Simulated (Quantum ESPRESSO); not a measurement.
# Sn2RuW3Al2: input and log of a self-consistent run

Simulated, not a measurement. The program is pw.x of Quantum ESPRESSO 7.5 (plane-wave density functional theory). The cell is made up: eight metal atoms on a hexagonal close-packed lattice, with elements, volume, strain and displacements drawn at random and not relaxed, so it may be unstable or far from any real phase. PseudoDojo standard norm-conserving files set the functional (PBE unless stated); there is no spin polarisation or spin-orbit coupling, the Fermi-Dirac width of 0.25 eV means electrons at about 2900 K, and the masses in the input are unused placeholders. The tin pseudopotential is less sure than most, with forces differing by about three percent from a second method on plain tin. Heavy elements are run without spin-orbit coupling, which real alloys of them have. A spin test at this wide smearing found no moment, but such smearing suppresses magnetism that the real alloy may have.

Input:

```
&control calculation='scf', pseudo_dir='./dojo.nc.sr.pbe.v0_5.standard.upf', outdir='./o', disk_io='minimal', tprnfor=.true., tstress=.true. /
&system ibrav=0, nat=8, ntyp=4, nbnd=59, ecutwfc=84.00895049, nosym=.true., tot_charge=0,
 occupations='smearing', smearing='fd', degauss=0.0183746611
/
&electrons conv_thr=1.470e-08, electron_maxstep=70, mixing_beta=0.5 /
ATOMIC_SPECIES
Al 1.0 Al.upf
Ru 1.0 Ru.upf
Sn 1.0 Sn.upf
W 1.0 W.upf
CELL_PARAMETERS angstrom
0.0222 0.0244 -4.7387
0.0102 5.067 -0.0266
5.9297 0.0118 -0.0279
ATOMIC_POSITIONS angstrom
Sn -0.1141 -0.0919 -0.0367
Ru 2.9215 0.0631 -0.0998
W 1.5504 2.5008 0.1118
Al 4.4573 2.5062 0.0803
Sn 0.1087 1.6883 -2.4012
W 2.935 1.7703 -2.3069
W 1.5466 4.14 -2.2274
Al 4.4419 4.1528 -2.4921
K_POINTS automatic
5 5 4 1 1 1
```

The log is shortened where brackets say so; the opening notice, blank lines, dates and the lines on written files are dropped, and the path of the files is cut. It prints rydbergs, bohrs and kilobars, and counts compression as positive stress. Its total energy is the free energy E - TS of the whole cell.

```
     Program PWSCF v.7.5
     Parallel version (MPI & OpenMP), running on       4 processor cores
     Number of MPI processes:                 4
     Threads/MPI process:                     1
     [start-up lines left out]
     bravais-lattice index     =            0
     lattice parameter (alat)  =       8.9551  a.u.
     unit-cell volume          =     960.7634 (a.u.)^3
     number of atoms/cell      =            8
     number of atomic types    =            4
     number of electrons       =        92.00
     number of Kohn-Sham states=           59
     kinetic-energy cutoff     =      84.0090  Ry
     charge density cutoff     =     336.0358  Ry
     scf convergence threshold =      1.5E-08
     mixing beta               =       0.5000
     number of iterations used =            8  plain     mixing
     Exchange-correlation= PBE
                           (   1   4   3   4   0   0   0)
     [axes and pseudopotential details left out]
   Cartesian axes
     site n.     atom                  positions (alat units)
         1        Sn     tau(   1) = (  -0.0240778  -0.0193930  -0.0077446  )
         2        Ru     tau(   2) = (   0.6165044   0.0133156  -0.0210601  )
         3        W      tau(   3) = (   0.3271704   0.5277269   0.0235924  )
         4        Al     tau(   4) = (   0.9405938   0.5288664   0.0169452  )
         5        Sn     tau(   5) = (   0.0229382   0.3562705  -0.5067090  )
         6        W      tau(   6) = (   0.6193532   0.3735744  -0.4868095  )
         7        W      tau(   7) = (   0.3263685   0.8736362  -0.4700331  )
         8        Al     tau(   8) = (   0.9373441   0.8763373  -0.5258910  )
     number of k points=    50  Fermi-Dirac smearing, width (Ry)=  0.0184
                       cart. coord. in units 2pi/alat
        k(    1) = (   0.0992450   0.0928033  -0.0990596), wk =   0.0400000
        k(    2) = (   0.2990417   0.0924060  -0.0981257), wk =   0.0400000
     [further k points left out]
     Dense  grid:    99901 G-vectors     FFT dimensions: (  54,  60,  72)
     Estimated max dynamical RAM per process >     319.54 MB
     Estimated total dynamical RAM >       1.18 GB
     Initial potential from superposition of free atoms
     starting charge      91.9897, renormalised to      92.0000
     Starting wfcs are   66 randomized atomic wfcs
     total cpu time spent up to now is        5.1 secs
     per-process dynamical memory:   251.3 Mb
     Self-consistent Calculation
     iteration #  1     ecut=    84.01 Ry     beta= 0.50
     Davidson diagonalization with overlap
     ethr =  1.00E-02,  avg # of iterations =  3.0
     total cpu time spent up to now is       15.6 secs
     total energy              =    -981.05373676 Ry
     estimated scf accuracy    <       0.96602044 Ry
     iteration #  2     ecut=    84.01 Ry     beta= 0.50
     Davidson diagonalization with overlap
     ethr =  1.05E-03,  avg # of iterations =  3.7
     total cpu time spent up to now is       27.0 secs
     total energy              =    -981.03995171 Ry
     estimated scf accuracy    <       7.23561794 Ry
     iteration #  3     ecut=    84.01 Ry     beta= 0.50
     Davidson diagonalization with overlap
     ethr =  1.05E-03,  avg # of iterations =  2.1
     total cpu time spent up to now is       36.9 secs
     total energy              =    -981.54985108 Ry
     estimated scf accuracy    <       0.13817443 Ry
     iteration #  4     ecut=    84.01 Ry     beta= 0.50
     Davidson diagonalization with overlap
     ethr =  1.50E-04,  avg # of iterations =  4.5
     total cpu time spent up to now is       47.9 secs
     total energy              =    -981.55702849 Ry
     estimated scf accuracy    <       0.18013634 Ry
     iteration #  5     ecut=    84.01 Ry     beta= 0.50
     Davidson diagonalization with overlap
     ethr =  1.50E-04,  avg # of iterations =  2.0
     total cpu time spent up to now is       57.0 secs
     total energy              =    -981.57428805 Ry
     estimated scf accuracy    <       0.08183002 Ry
     [iterations 6 to 9 left out]
     iteration # 10     ecut=    84.01 Ry     beta= 0.50
     Davidson diagonalization with overlap
     ethr =  4.82E-07,  avg # of iterations =  1.0
     total cpu time spent up to now is      103.0 secs
     total energy              =    -981.58035073 Ry
     estimated scf accuracy    <       0.00009159 Ry
     iteration # 11     ecut=    84.01 Ry     beta= 0.50
     Davidson diagonalization with overlap
     ethr =  9.96E-08,  avg # of iterations =  1.6
     total cpu time spent up to now is      111.6 secs
     total energy              =    -981.58035832 Ry
     estimated scf accuracy    <       0.00000076 Ry
     iteration # 12     ecut=    84.01 Ry     beta= 0.50
     Davidson diagonalization with overlap
     ethr =  8.26E-10,  avg # of iterations =  5.3
     total cpu time spent up to now is      124.1 secs
     total energy              =    -981.58035878 Ry
     estimated scf accuracy    <       0.00000015 Ry
     iteration # 13     ecut=    84.01 Ry     beta= 0.50
     Davidson diagonalization with overlap
     ethr =  1.58E-10,  avg # of iterations =  2.2
     total cpu time spent up to now is      133.6 secs
     total energy              =    -981.58035881 Ry
     estimated scf accuracy    <       0.00000002 Ry
     iteration # 14     ecut=    84.01 Ry     beta= 0.50
     Davidson diagonalization with overlap
     ethr =  2.68E-11,  avg # of iterations =  2.0
     total cpu time spent up to now is      142.4 secs
     End of self-consistent calculation
     [lines on levels left out]
!    total energy              =    -981.58035880 Ry
     estimated scf accuracy    <          3.8E-09 Ry
     smearing contrib. (-TS)   =      -0.09896015 Ry
     internal energy E=F+TS    =    -981.48139865 Ry
     The total energy is F=E-TS. E is the sum of the following terms:
     one-electron contribution =    -297.05623715 Ry
     hartree contribution      =     200.70075365 Ry
     xc contribution           =    -226.04381865 Ry
     ewald contribution        =    -659.08209650 Ry
     convergence has been achieved in  14 iterations
     Forces acting on atoms (cartesian axes, Ry/au):
     atom    1 type  3   force =     0.02309564   -0.02874708    0.01600987
     atom    2 type  2   force =     0.02826615   -0.01739278    0.02182859
     atom    3 type  4   force =     0.01117850    0.00892640   -0.02162529
     atom    4 type  1   force =    -0.04705024   -0.02181022   -0.02362520
     atom    5 type  3   force =    -0.03592732    0.01545196    0.03157484
     atom    6 type  4   force =     0.03219447    0.00239720   -0.01174967
     atom    7 type  4   force =     0.03516229    0.01578807   -0.02847321
     atom    8 type  1   force =    -0.04691949    0.02538645    0.01606007
     Total force =     0.127361     Total SCF correction =     0.000176
     Computing stress (Cartesian axis) and pressure
          total   stress  (Ry/bohr**3)                   (kbar)     P=      -40.17
  -0.00060923   0.00005083  -0.00006567          -89.62        7.48       -9.66
   0.00005083  -0.00027562   0.00000455            7.48      -40.54        0.67
  -0.00006567   0.00000455   0.00006569           -9.66        0.67        9.66
     init_run     :      4.53s CPU      4.71s WALL (       1 calls)
     electrons    :    136.59s CPU    137.39s WALL (       1 calls)
     forces       :      1.87s CPU      1.90s WALL (       1 calls)
     stress       :      6.51s CPU      6.65s WALL (       1 calls)
     [timing details left out]
     PWSCF        :   2m29.85s CPU   2m31.05s WALL
     JOB DONE.
```

In other units: free energy -13355.081 eV for the cell, pressure -4.02 GPa, largest force component 1.210 eV/Å in size. The run took 153 s of wall time with four MPI processes on a shared machine (Intel Xeon, 2023 or later, virtual cores), so the time is rough. A rerun of this cell at a higher cutoff and on a denser mesh moved values by no more than 0.003 eV in energy, 0.14 GPa in stress and 0.011 eV/Å in force, and a second program with other atomic files agreed on that cell to 2 % rms in force and 0.5 GPa in pressure.